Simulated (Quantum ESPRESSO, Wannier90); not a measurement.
**GaN (zinc blende): Wannier90 run**

```xyz
2
Lattice="0.0000 2.2535 2.2535 2.2535 0.0000 2.2535 2.2535 2.2535 0.0000" Properties=species:S:1:pos:R:3 pbc="T T T"
Ga     0.0000     0.0000     0.0000
N      1.1267     1.1267     1.1267
```

Structure: Materials Project mp-830, symmetrised, not relaxed again. Not found in the COD (Crystallography Open Database) copy used, which has the formula in other groups; not checked further. Level: PBEsol, spinors with spin-orbit coupling; pw.x of Quantum ESPRESSO at 68 Ry with PseudoDojo potentials, 10×10×10 k-points, Wannier90. Density: 12×12×12 mesh, cold smearing 0.01 Ry.

Bands 3-12 form an isolated set from -13.74 to -11.13 eV relative to the valence-band maximum (on the path) and are turned into 10 Wannier functions by minimising the spread from the start: atomic waves Ga 3d.

Centres (Cartesian, Å; one of the equivalent choices) and spreads:

| n | x | y | z | spread (Å²) | nearest atom |
|---|---|---|---|---|---|
| 1 | 0.000 | 0.000 | 0.000 | 0.726 | Ga1 |
| 2 | 0.000 | 0.000 | 0.000 | 1.051 | Ga1 |
| 3 | 0.000 | 0.000 | 0.000 | 0.644 | Ga1 |
| 4 | 0.000 | 0.000 | 0.000 | 0.644 | Ga1 |
| 5 | 0.000 | 0.000 | 0.000 | 1.051 | Ga1 |
| 6 | 0.000 | 0.000 | 0.000 | 0.726 | Ga1 |
| 7 | 0.000 | 0.000 | 0.000 | 1.025 | Ga1 |
| 8 | 0.000 | 0.000 | 0.000 | 1.025 | Ga1 |
| 9 | 0.000 | 0.000 | 0.000 | 1.025 | Ga1 |
| 10 | 0.000 | 0.000 | 0.000 | 1.025 | Ga1 |

Ω_I = 8.16 Å², Ω_total = 8.94 Å²; the interpolated bands follow pw.x to 0.5 meV rms on the path. Only this start was tried; a symmetric start can stop on a saddle, and mixtures of these functions could lower the total by at most Ω_total − Ω_I.
